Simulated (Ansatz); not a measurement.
TiN:
```
TiN
1.0
    0.00000     2.11657     2.11657
    2.11657     0.00000     2.11657
    2.11657     2.11657     0.00000
Ti N
1 1
Direct
  0.00000   0.00000   0.00000
  0.50000   0.50000   0.50000
```

Relaxed with r²SCAN. Special points in fractions of this cell's reciprocal vectors: Γ (0.000, 0.000, 0.000); X (0.500, 0.000, 0.500); U (0.625, 0.250, 0.625); K (0.375, 0.375, 0.750); L (0.500, 0.500, 0.500); W (0.500, 0.250, 0.750).

Q: List the band energies nearest the Fermi level at these points for the program Ansatz at the r²SCAN level (PAW).

A: In eV from the Fermi level; about four levels below and three above (degenerate sets whole), none deeper than 8.9 eV; … stands for higher levels left out; points with the same levels are listed once.

```tsv
k	below	above
Γ	-2.35 -2.35 -2.35 -0.62 -0.62 -0.62	…
X	-6.25 -3.59 -3.59 -3.10	1.72 2.45 2.45
U	-6.20 -6.12 -4.86 -0.47	2.04 2.39 3.75
L	-8.53 -5.90 -5.90	1.74 1.74 2.45
W	-5.85 -5.85 -5.79	0.96 0.96 2.46
```

Space group Fm-3m (rock salt). The r²SCAN relaxation kept the symmetry of its start; of distortions, only those at the zone centre were tested. The run is not spin-polarised. With an odd number of electrons in the cell and no spin polarisation, the count alone makes it a metal.

Potentials: the earlier of the program's two PAW sets.
